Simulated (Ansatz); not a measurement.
TiSi in space group Pnma (No. 62; Ti on 4c, Si on 4c) under volume change, DFT-PBEsol in the program Ansatz with PAW potentials, shape and atoms relaxed at each volume.

```json
[
 {"V (Å³/atom)": "13.196", "E − E(relaxed) (meV/atom)": "66.6", "P (GPa)": "17.71"},
 {"V (Å³/atom)": "13.631", "E − E(relaxed) (meV/atom)": "28.0", "P (GPa)": "10.89"},
 {"V (Å³/atom)": "14.066", "E − E(relaxed) (meV/atom)": "6.7", "P (GPa)": "5.03"},
 {"V (Å³/atom)": "14.501", "E − E(relaxed) (meV/atom)": "0.0", "P (GPa)": "0.00"},
 {"V (Å³/atom)": "14.936", "E − E(relaxed) (meV/atom)": "6.0", "P (GPa)": "-4.32"},
 {"V (Å³/atom)": "15.371", "E − E(relaxed) (meV/atom)": "22.9", "P (GPa)": "-8.02"},
 {"V (Å³/atom)": "15.806", "E − E(relaxed) (meV/atom)": "49.1", "P (GPa)": "-11.18"}
]
```

### Question
What does a third-order Birch–Murnaghan fit give for V₀, B₀ and B′?

### Answer
V₀ = 14.50 Å³/atom, B₀ = 155 GPa, B′ = 4.1.

The workflow started from a Materials Project entry (that database holds measured and hypothetical structures alike); the Crystallography Open Database copy checked does not list it. COD files the formula under space group No. 25, so this cell is another polymorph or a model. Whether it is the stable phase at ambient conditions was not checked. The cell was relaxed with PBEsol under the symmetry of its start; of distortions, only those at the zone centre were tested. No spin polarisation was allowed.

Potentials: the later of the program's two PAW sets.
